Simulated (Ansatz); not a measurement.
Structure from Materials Project entry mp-1842 (possibly hypothetical), not relaxed further.

An input for NbAl$_{3}$ and the output that it gave: DFT, LDA, all-electron LAPW, scalar-relativistic (Ansatz 0.2.0).

Command: `ansatz run input.yaml --threads 1 --pin off --max-ram 4096MiB --backend cpu --events-out ev --progress --plain --runs-dir out` The run took about 79 s on 1 thread of a shared machine.

```yaml
crystal:
  lattice:
    - [-1.9169829227, 1.9169829227, 4.2924503537]
    - [1.9169829227, -1.9169829227, 4.2924503537]
    - [1.9169829227, 1.9169829227, -4.2924503537]
  atoms:
    - { symbol: Al, position: [0.5, 0.5, 0.0] }
    - { symbol: Al, position: [0.75, 0.25, 0.5] }
    - { symbol: Al, position: [0.25, 0.75, 0.5] }
    - { symbol: Nb, position: [0.0, 0.0, 0.0] }
kpoints:
  mp_grid: { grid: [12, 12, 12] }
  band_path:
    path:
      - [0.0, 0.0, 0.0]
      - [0.0, 0.0, 0.5]
      - [0.25, 0.25, 0.25]
      - [0.0, 0.5, 0.0]
      - [0.0, 0.0, 0.0]
      - [0.5, 0.5, -0.5]
      - [0.2998615684, 0.7001384316, -0.2998615684]
      - [-0.2998615684, 0.2998615684, 0.2998615684]
      - [0.0, 0.0, 0.0]
    npoints: 14
scf:
  occupations: { method: fermi_dirac, width: 0.05 }
hamiltonian:
  xc: lda
  pseudopotentials: { kind: all_electron, lapw: { basis_error: 0.001 } }
output:
  forces: true
  stress: true
  eigenvalues: true
  fatbands: true
  populations: true
  dos: { projected: true, de: 0.2, e_range: [-14, 8] }
```

Output:

```
Al: projections on atomic orbitals take those of the free atom 1s2 2s2 2p6 3s2 3p1, of charge +0.00 (hamiltonian.pseudopotentials.projection_atoms)
Nb: projections on atomic orbitals take those of the free atom 1s2 2s2 2p6 3s2 3p6 3d10 4s2 4p6 4d4 5s1, of charge +0.00 (hamiltonian.pseudopotentials.projection_atoms)
LAPW: plane waves up to 7.361 Å⁻¹, error target 1.0e-3 eV per atom; small_component_spin mean_spin; Al in spheres of 1.236 Å, 11 of its electrons in bands, Dirac shells []; Nb in spheres of 1.475 Å, 23 of its electrons in bands, Dirac shells []
Engine: ansatz 0.2.0
Pseudopotentials: kind: all_electron
Pseudopotential: Al, LAPW, valence charge 11, Koelling and Harmon's equation, gaussian nucleus
Pseudopotential: Nb, LAPW, valence charge 23, Koelling and Harmon's equation, gaussian nucleus
Functional definition: SPW92
  exchange = slater_x
  correlation = pw_c
Crystal: 4 atoms, lattice volume = 63.096 Å³
Basis set: ecut = 206.42445716721502 eV, 423 PW (Γ), FFT grids on a1+a3, a2+a3, a3, exchange–correlation at level 2
Bands: 34, of which v1, the nominal top of the filled ones, is band 28 counted from 1 (27 counted from 0)
Symmetry: 16 space group operations
Space group: I4/mmm (ITA 139), of the structure as read, at distance tolerance 4.0e-5 Å
k-points: 163 of 1728
Non-local potential: Al, projectors of the file, none
Non-local potential: Nb, projectors of the file, none
Initial density: superposition of atomic densities (chi_scale 0.1, normalization cell, long waves kept (reshape's long-wave potential 0.00 eV rms))
Initial wavefunctions: plane waves of lowest kinetic energy (no species holds an atomic orbital)
Functional: x = slater, c = lda
iter 1 solved again at ethr=1.52e-3 eV; its pass at ethr=1.00e-1 eV (dr2=8.53e-1 eV) is discarded
SCF iter   1: F=—  HF=-123587.517049 eV  |F-HF|=—  |Δ(HF+E_count)|=         —  Δρ=3.33e-2  dr2=8.56e-1  ethr=1.52e-3  ⟨swp⟩=2.0  Hψ=37340  notcnv=0
preconditioner: auto → Kerker (q_TF=auto, 2.675 Å⁻¹)  [metal: Δε(μ)=0.004 eV  Ē_g=6.926 eV  σ=0.050 eV  W_gap=0.02  n_scr=14 (ndim 8)  ℏωp=17.5 eV  f_vac=0.000  D(μ)=0.71/eV (n_scr^D=0)]
SCF iter   2: F=—  HF=-123586.937069 eV  |F-HF|=—  |Δ(HF+E_count)|=   5.80e-1  Δρ=1.86e-2  dr2=4.18e-1  ethr=1.52e-3  ⟨swp⟩=3.0  Hψ=17401  notcnv=0
SCF iter   3: F=—  HF=-123586.817276 eV  |F-HF|=—  |Δ(HF+E_count)|=   1.20e-1  Δρ=1.24e-2  dr2=9.51e-2  ethr=7.47e-4  ⟨swp⟩=2.0  Hψ=16225  notcnv=0
iter 4 solved again at ethr=1.67e-5 eV; its pass at ethr=1.70e-4 eV (dr2=9.34e-3 eV) is discarded
SCF iter   4: F=—  HF=-123586.783741 eV  |F-HF|=—  |Δ(HF+E_count)|=         —  Δρ=3.19e-3  dr2=9.32e-3  ethr=1.67e-5  ⟨swp⟩=2.0  Hψ=27333  notcnv=0
the basis was enlarged: its passes take 373.3 KiB over the memory plan, 1 of 1 planned eigensolver slots
SCF iter   5: F=—  HF=-123586.783886 eV  |F-HF|=—  |Δ(HF+E_count)|=   1.45e-4  Δρ=1.46e-3  dr2=2.74e-3  ethr=1.66e-5  ⟨swp⟩=2.2  Hψ=15571  notcnv=0
SCF iter   6: F=—  HF=-123586.782712 eV  |F-HF|=—  |Δ(HF+E_count)|=   1.17e-3  Δρ=6.00e-4  dr2=5.14e-4  ethr=4.89e-6  ⟨swp⟩=2.0  Hψ=15514  notcnv=0
SCF iter   7: F=—  HF=-123586.782502 eV  |F-HF|=—  |Δ(HF+E_count)|=   2.10e-4  Δρ=1.05e-4  dr2=1.22e-5  ethr=9.18e-7  ⟨swp⟩=2.0  Hψ=15510  notcnv=0
SCF iter   8: F=—  HF=-123586.782501 eV  |F-HF|=—  |Δ(HF+E_count)|=   9.41e-7  Δρ=2.06e-5  dr2=1.63e-7  ethr=2.17e-8  ⟨swp⟩=2.0  Hψ=15506  notcnv=0
SCF iter   9: F=—  HF=-123586.782501 eV  |F-HF|=—  |Δ(HF+E_count)|=   1.14e-7  Δρ=1.73e-5  dr2=5.17e-7  ethr=2.91e-10  ⟨swp⟩=3.0  Hψ=16283  notcnv=0
SCF iter  10: F=-123586.782501 eV  HF=-123586.782501 eV  |F-HF|=1.21e-7  |Δ(HF+E_count)|=   1.21e-7  Δρ=6.81e-6  dr2=7.99e-8  ethr=2.91e-10  ⟨swp⟩=2.0  Hψ=15509  notcnv=0
SCF 1 converged in 10 iterations: F = -123586.782501 eV  dr2 = 7.99e-8
NSCF: frozen V_eff on 113 k-points
SCF converged after 10 iterations
Free energy (F): -123586.782501 eV
Harris-Foulkes:  -123586.782501 eV  (|F-HF|=1.21e-7)
Internal energy: -123586.777583 eV  (E = F + TS)
E sigma→0 (E₀):  -123586.780042 eV
Entropy (-TS):   -0.004918 eV (-1.229 meV/atom)
Fermi energy:    13.218472 eV
--- Per-component energies (eV) ---
  E_band       = -3298.302825
  E_kinetic    = 127160.780449
  E_xc         = -4576.459592
  E_electrostatic = -246171.098439  (all electrons and nuclei)
  E_smearing   = -0.004918  (= −TS)
  E_closure    = 0.000000  (closes the sum)
  E_atoms      = -123561.265549  (free atoms, spherical and without spin; not in F)
  Σ components = -123586.782501   (vs F -123586.782501, Δ=0.00e0)
  Basis errors (estimates in eV, not in F): energy 3.2e-4 per atom: plane waves 2.8e-4 (1.5e-4 summed), levels above the bands 1.3e-43, relativity 2.2e-9, radial functions 3.9e-5, core shells 1.6e-6; eigenvalues (radial functions only) 1.8e-6; not estimated: angular momenta, meshes, grids; target (lapw.basis_error) 1.0e-3; muffin-tin radii Al 1.236 Å, Nb 1.475 Å
--- Forces (eV/Å), atoms counted from 1 ---
  atom   1  Al     0.00000000     0.00000000     0.00000000
  atom   2  Al     0.00000000     0.00000000     0.00000000
  atom   3  Al    -0.00000000     0.00000000    -0.00000000
  atom   4  Nb     0.00000000     0.00000000     0.00000000
  max |Σ_I F_I| component: 8.67e-19 eV/Å
--- Stress (GPa, compression-positive) ---
       -4.258382       0.000000       0.000000
        0.000000      -4.258382       0.000000
        0.000000       0.000000      -3.522265
  P = ⅓ Tr σ = -4.0130 GPa (-40.130 kbar)
--- Band table (eV; the first three rows and the last of 163) ---
  k-point 0: bands = ["-179.3108", "-179.2745", "-179.2733", "-179.2641", "-179.2641", "-88.9639", "-88.8144", "-88.8100", "-51.2089", "-51.1422", "-51.1422", "-51.0285", "-51.0285", "-51.0075", "-51.0075", "-50.9948", "-50.9911", "-41.1442", "-17.3734", "-17.3734", "-17.2250", "2.8445", "9.4127", "10.4618", "10.5554", "11.1598", "11.1598", "13.3003", "14.8749", "14.8749", "15.0255", "15.5547", "17.6888", "17.6888"]
  k-point 1: bands = ["-179.3108", "-179.2745", "-179.2733", "-179.2641", "-179.2641", "-88.9639", "-88.8143", "-88.8102", "-51.2089", "-51.1422", "-51.1422", "-51.0286", "-51.0270", "-51.0090", "-51.0074", "-50.9947", "-50.9912", "-41.1438", "-17.3782", "-17.3773", "-17.2243", "2.9978", "9.5507", "10.1065", "10.5274", "10.7465", "11.5648", "12.6513", "15.0203", "15.0674", "15.2341", "15.5697", "17.7505", "17.7757"]
  k-point 2: bands = ["-179.3108", "-179.2745", "-179.2733", "-179.2641", "-179.2641", "-88.9639", "-88.8139", "-88.8106", "-51.2088", "-51.1423", "-51.1422", "-51.0290", "-51.0228", "-51.0133", "-51.0070", "-50.9943", "-50.9915", "-41.1426", "-17.3908", "-17.3880", "-17.2225", "3.4482", "9.6770", "9.9208", "9.9412", "10.4788", "11.4774", "12.0027", "14.9064", "15.3097", "15.3187", "16.5144", "17.3477", "18.2834"]
  k-point 162: bands = ["-179.3108", "-179.2745", "-179.2733", "-179.2641", "-179.2641", "-88.9639", "-88.8144", "-88.8100", "-51.2086", "-51.1422", "-51.1422", "-51.0284", "-51.0284", "-51.0075", "-51.0075", "-50.9952", "-50.9910", "-41.1439", "-17.3740", "-17.3740", "-17.2339", "4.6471", "5.2457", "10.0171", "12.1597", "12.1597", "12.2391", "13.1435", "13.1435", "13.4593", "16.3204", "18.4512", "18.5703", "18.8280"]
--- Löwdin populations: 4 sites ---
  site symbol       q [e]
     0     Al     12.8539
     1     Al     12.9694
     2     Al     12.9694
     3     Nb     41.0929
  spilling = 0.001431 (of n_electrons = 80.000000)
```
